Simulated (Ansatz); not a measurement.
**From a trial cell to the properties of LaPb₃ in the AuCu3-type structure**

**The experiment.** The Crystallography Open Database holds a cell as deposited of cubic LaPb3 (space group Pm-3m), temperature not stated (1968): a = 4.906 Å, 29.52 Å³/atom.

Method: PBEsol, scalar-relativistic; no spin polarisation; PAW, 420 eV, Γ-centred 6×6×6 mesh, 0.05 eV Gaussian smearing; code Ansatz. The datasets are Ansatz's generated set soft_2.

The start was a prototype's sites filled with these elements; the Crystallography Open Database holds the compound in this structure.

The first cell, 1 % over the database's volume:

```
La Pb
1.0
     4.92230    0.00000    0.00000
     0.00000    4.92230    0.00000
     0.00000    0.00000    4.92230
La Pb
1 3
Cartesian
  0.0000 0.0000 0.0000
  0.0000 2.4611 2.4611
  2.4611 2.4611 0.0000
  2.4611 0.0000 2.4611
```

The first steps of the search for zero pressure:

```tsv
run	level	k-mesh	kind	V (Å³/atom)	P (GPa)	gap on the mesh (eV)
1	PBEsol	6×6×6	fixed cell	29.82	-1.4	metal
2	PBEsol	6×6×6	fixed cell	29.55	-0.9	metal
```

Question: At which volume does PBEsol reach zero pressure?

Answer: 29.06 Å³/atom, about 2.5 % under the start.

The steps that followed:

```tsv
run	level	k-mesh	kind	V (Å³/atom)	P (GPa)	E − E(final) (meV/atom)	gap on the mesh (eV)
3	PBEsol	6×6×6	fixed cell	29.06	0.0	0.0	metal
```

Cell and atoms are those of this level's equilibrium.

The final structure (symmetry read at 0.01 Å). It takes space group Pm-3m (No. 221, cubic). Conventional cell: a = 4.880 Å, b = 4.880 Å, c = 4.880 Å, α = 90.00°, β = 90.00°, γ = 90.00°. Around La (site symmetry m-3m) lie 12 Pb at 3.45 Å. Around Pb (site symmetry 4/mmm) lie 4 La at 3.45 Å and 8 Pb at 3.45 Å. (Neighbours are counted to 15 % beyond the shortest distance.)

At the final geometry the gap, band path included, is zero (metallic). The equation of state gives B0 = 56 GPa and B0′ = 4.7. Against the elements' standard states, run alike and uncorrected, the formation energy is -0.48 eV/atom. The runs in the table took roughly 0.5 core-minutes.

**Why it comes out so.**

With 53 valence electrons in the calculation's cell and no magnetic order, the bands, two electrons each, can't all be full or empty: band theory demands a metal. (Only strong correlation, outside this picture, could make a Mott insulator of it.)

**Comparison.** The computed cell (4.880 Å, 29.06 Å³/atom) differs from the database's by −1.6 % in volume, about −0.5 % in length. PBEsol was built to cure PBE's overestimate of volumes, and the static lattice lacks thermal expansion. Spin–orbit coupling, left out, also moves the volume of such heavy elements' compounds.

These numbers lack spin–orbit coupling.
